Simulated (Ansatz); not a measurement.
BaHI (space group P4/nmm)

```xyz
6
Lattice="4.6212 0.0000 0.0000 0.0000 4.6212 0.0000 0.0000 0.0000 7.3932" Properties=species:S:1:pos:R:3 pbc="T T T"
Ba     2.3106     0.0000     6.1091
Ba     0.0000     2.3106     1.2841
H      2.3106     2.3106     0.0000
H      0.0000     0.0000     0.0000
I      0.0000     2.3106     4.8841
I      2.3106     0.0000     2.5091
```

The slice is a (001) plane (indices of the conventional cell) through the point (0.500, 0.000, 0.826) (fractional), spanned by u = [100] and v = [010] in vectors of this cell: u (4.62 Å) and v (4.62 Å, at 90° to u). It covers one period; positions are fractions (u, v).

These are LDA (plane waves to 420 eV, PAW, scalar-relativistic; Ansatz, a program for electronic structure) values and carry that method's errors. k mesh 7×7×5. Near the nuclei the fields are pseudised (PAW); where an atom keeps semicore shells as valence, they peak there. BaHI was relaxed with its symmetry unable to fall. Spin-orbit coupling is left out, though I is heavy.

Sketch the valence electron density on this plane as a map.


```
|5689998642100000001246899986|
|7899997532000000000235799998|
|9999986531000000000135689999|
|9999875421000000000124578999|
|9998764311000000000113467899|
|8876543210011111110012345678|
|6655432111111121111111234556|
|4433211111122222221111112334|
|2221110112233333332211011122|
|1100000112334444433211000001|
|0000001123344444443321100000|
|0000001123445555544321100000|
|0000001123445555544321100000|
|0000001223445555544322100000|
|0000001123445555544321100000|
|0000001123445555544321100000|
|0000001123344444443321100000|
|1100000112334444433211000001|
|2221110112233333332211011122|
|4433211111122222221111112334|
|6655432111111121111111234556|
|8876543210011111110012345678|
|9998764311000000000113467899|
|9999875421000000000124578999|
|9999986531000000000135689999|
|7899997532000000000235799998|
|5689998642100000001246899986|
|3579998642100000001246899975|
```
Scale: ten equal steps from -1.26 (start of '0') to 0.15 (end of '9'), in the order '0123456789'. Values: log₁₀ of the valence density in e/Å³. The map has 28 points along u (one character each, u = 0 at the left) and 28 along v (v = 0 in the bottom row). The scale is logarithmic, as a density can span decades between atoms and voids.
